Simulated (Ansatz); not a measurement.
Problem. Si₃N₄ in space group P6_3/m (No. 176; Si on 6h, N on 2d, N on 6h) is relaxed with plane-wave PAW PBEsol (Ansatz code). What lattice parameters of the conventional cell result?

Solution. a = 7.625 Å, c = 2.910 Å.

Problem. Give the free coordinates with the occupied sites.

Solution. In one choice of origin and axes:

```tsv
atom	site	symmetry	x	y	z
Si	6h	m..	0.4064	0.2324	0.2500
N	2d	-6..	0.6667	0.3333	0.2500
N	6h	m..	0.0296	0.3300	0.2500
```

Problem. Is it a metal or does it have a gap at this level?

Solution. A gap of 4.19 eV, indirect.

Symmetry was held in the PBEsol relaxation.

Potentials: the earlier of the program's two PAW sets. The files were generated under PBE; for other functionals the program regenerates the frozen cores, and for LDA and PBEsol the local potential too.
